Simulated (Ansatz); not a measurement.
# Eigenvalues along a path: B (begun as hcp type, now distorted hcp)

```yaml
crystal:
  lattice:
    - [1.70709, 0.00000, 0.00000]
    - [-0.85355, 1.47839, 0.00000]
    - [0.00000, 0.00000, 7.04216]
  atoms:
    - { symbol: B, position: [0.33333, 0.66667, 0.25000] }
    - { symbol: B, position: [0.66667, 0.33333, 0.75000] }
```

The cell comes from a relaxation on PAW files under the same functional, begun from a prototype that needn't be the stable phase.

Computed with Ansatz 0.2.0; functional PBEsol, scalar-relativistic. Settings: a Γ-centred 21×21×11 k mesh, Fermi–Dirac smearing of 0.08 eV, no spin polarisation. Methods: LAPW: all electrons, basis error target 1 meV/atom.

Path points, in fractions of the reciprocal vectors: Γ (0.000, 0.000, 0.000), M (0.500, 0.000, 0.000), K (0.333, 0.333, 0.000), A (0.000, 0.000, 0.500), L (0.500, 0.000, 0.500), H (0.333, 0.333, 0.500). Levels in eV from the Fermi level; bands 3 to 7, counted from the lowest band of the run. The gap is zero, the pressure -0.08 GPa.

```
# k(1/Å) point b3 b4 b5 b6 b7
0.000 Γ -17.38 -16.96 -8.97 -6.68 2.25
0.304 - -17.14 -16.73 -8.63 -6.34 2.53
0.607 - -16.44 -16.05 -7.61 -5.35 3.37
0.911 - -15.28 -14.94 -5.93 -3.70 4.69
1.214 - -13.70 -13.42 -3.59 -1.43 6.03
1.518 - -11.82 -11.60 -0.65 1.37 5.08
1.821 - -9.94 -9.81 2.36 2.68 2.70
2.125 M -9.00 -8.95 1.03 1.31 5.15
2.300 - -8.88 -8.84 1.00 1.26 5.24
2.476 - -8.55 -8.50 0.87 1.10 5.53
2.651 - -7.99 -7.94 0.59 0.77 5.99
2.826 - -7.21 -7.16 0.05 0.16 6.60
3.001 - -6.20 -6.15 -0.83 -0.77 7.32
3.177 - -4.98 -4.93 -2.04 -2.04 8.04
3.352 K -3.56 -3.51 -3.51 -3.47 8.52
3.702 - -6.76 -6.64 -0.02 0.03 6.12
4.053 - -9.82 -9.63 2.00 3.87 4.30
4.404 - -12.46 -12.21 -1.83 0.27 7.61
4.754 - -14.58 -14.26 -4.92 -2.72 5.51
5.105 - -16.12 -15.75 -7.16 -4.90 3.74
5.455 - -17.06 -16.66 -8.52 -6.23 2.62
5.806 Γ -17.38 -16.96 -8.97 -6.68 2.25
5.869 - -17.37 -16.96 -8.95 -6.71 2.32
5.933 - -17.36 -16.98 -8.88 -6.82 2.53
5.997 - -17.34 -17.01 -8.76 -6.99 2.86
6.061 - -17.30 -17.04 -8.61 -7.21 3.30
6.124 - -17.27 -17.09 -8.42 -7.45 3.84
6.188 - -17.22 -17.13 -8.20 -7.70 4.46
6.252 A -17.18 -17.18 -7.95 -7.95 5.14
6.555 - -16.95 -16.95 -7.62 -7.62 5.42
6.859 - -16.25 -16.25 -6.62 -6.62 6.26
7.162 - -15.12 -15.12 -4.95 -4.95 7.52
7.466 - -13.57 -13.57 -2.66 -2.66 8.18
7.770 - -11.71 -11.71 0.20 0.20 5.65
8.073 - -9.87 -9.87 2.40 2.40 3.59
8.377 L -8.97 -8.97 1.15 1.15 5.51
8.552 - -8.86 -8.86 1.11 1.11 5.61
8.727 - -8.52 -8.52 0.97 0.97 5.88
8.903 - -7.96 -7.96 0.67 0.67 6.32
9.078 - -7.18 -7.18 0.10 0.10 6.91
9.253 - -6.18 -6.18 -0.80 -0.80 7.58
9.428 - -4.95 -4.95 -2.04 -2.04 8.21
9.604 H -3.51 -3.51 -3.51 -3.51 8.55
9.954 - -6.70 -6.70 0.00 0.00 6.66
10.305 - -9.73 -9.73 2.80 2.80 4.32
10.655 - -12.34 -12.34 -0.93 -0.93 9.33
11.006 - -14.43 -14.43 -3.96 -3.96 8.30
11.356 - -15.95 -15.95 -6.17 -6.17 6.62
11.707 - -16.87 -16.87 -7.51 -7.51 5.52
12.057 A -17.18 -17.18 -7.95 -7.95 5.14
```
